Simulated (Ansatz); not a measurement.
What DFT gives for CuSe$_{2}$O$_{5}$

```yaml
crystal:
  lattice:
    - [0.00000, 4.92976, 0.00000]
    - [6.26958, -2.46488, 0.00000]
    - [3.02439, 0.00000, -7.50334]
  atoms:
    - { symbol: Se, position: [0.20440, 0.27980, 0.17017] }
    - { symbol: Se, position: [0.92460, 0.72020, 0.32983] }
    - { symbol: Se, position: [0.79560, 0.72020, 0.82983] }
    - { symbol: Se, position: [0.07540, 0.27980, 0.67017] }
    - { symbol: Cu, position: [0.50000, 0.00000, 0.50000] }
    - { symbol: Cu, position: [0.50000, 0.00000, 0.00000] }
    - { symbol: O, position: [0.88200, 0.00000, 0.25000] }
    - { symbol: O, position: [0.11800, 0.00000, 0.75000] }
    - { symbol: O, position: [0.40090, 0.25120, 0.34070] }
    - { symbol: O, position: [0.14970, 0.74880, 0.15930] }
    - { symbol: O, position: [0.59910, 0.74880, 0.65930] }
    - { symbol: O, position: [0.85030, 0.25120, 0.84070] }
    - { symbol: O, position: [0.39870, 0.25240, 0.01260] }
    - { symbol: O, position: [0.14630, 0.74760, 0.48740] }
    - { symbol: O, position: [0.60130, 0.74760, 0.98740] }
    - { symbol: O, position: [0.85370, 0.25240, 0.51260] }
```

Single point in Ansatz 0.2.0 with r2SCAN, no spin polarisation. Cutoff 500 eV, PAW datasets, 5×5×3 Γ-centred k mesh, gaussian filling (width 0.0237 eV).

(1) Metal or insulator?

(2) What does the stress say?

(3) Describe some of the short contacts.

(4) What is the formation energy?

(5) Where is the largest force?

Origin: a database entry at a rescaled volume. Caveats: many states at the Fermi level without spin polarisation, so a magnetic state may lie lower; the gap is not wide against the smearing.

Results:

(1) Counting bands on this mesh leaves a gap of 0.07 eV, but it is narrow, so a finer mesh and a narrower smearing would have to settle it.

(2) The pressure is -3.8 GPa (compression positive), so with the atoms held at these fractions the cell would first shrink; the forces are large, so a full relaxation may end otherwise.

(3) Se–O at 1.68 Å: least valence density 1.49 e/Å³ and ELF 0.71 there. Cu–O at 1.96 Å: least valence density 0.58 e/Å³ and ELF 0.18 there. Both are smooth PAW fields, read partly inside the augmentation spheres.

(4) -0.73 eV an atom against the elements' usual phases (free molecules for gases, crystals otherwise, with no correction for O₂ or N₂), so it is bound against them; other compounds may still compete. Relaxing would lower it.

(5) The largest is on Se1 (and as large on other atoms): 0.93 eV/Å, components (-0.51, 0.75, -0.21). It makes 56° with the line to a nearest neighbour, O9 at 1.68 Å.
